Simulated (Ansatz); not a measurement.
Ge2BSb in space group R3m (No. 160; B on 3a, Sb on 3a, Ge on 3a, Ge on 3a), plane-wave PAW PBEsol (Ansatz code), all energies at zero smearing, with the estimated change up to a 700 eV cutoff added, with one set of potentials and settings (totals compare only within such a set). Cell of 4 atoms (1 B, 1 Sb, 2 Ge): -15066.351 eV.

```csv
element,reference phase,E (eV/atom)
B,"R-3m, 12 atoms in the cell",-152.6704
Sb,"R-3m, 2 atoms in the cell",-6408.1643
Ge,"Fd-3m, 2 atoms in the cell",-4253.5039
```

Formation energy per atom, worked out: (-15066.351 − 1×(-152.6704) − 1×(-6408.1643) − 2×(-4253.5039))/4 = 0.373 eV/atom (36 kJ per mol of atoms), at 0 K, without zero-point energy or fitted corrections.

The start of the workflow was typed in or built on a structure type; neither database checked (COD, Materials Project) lists it. Whether it is the stable phase at ambient conditions was not checked. The PBEsol relaxation kept the symmetry of its start; whether a distortion lowers the energy is not shown. The volume moved by 17 % from the start of the relaxation. Its formation energy is positive at this level, so the cell may be metastable or incomplete. The references are the lowest solids computed at this level, not always the standard phases. Spin–orbit coupling is left out wherever it is not named.

Potentials: the earlier of the program's two PAW sets. The files were generated under PBE; for other functionals the program regenerates the frozen cores, and for LDA and PBEsol the local potential too.
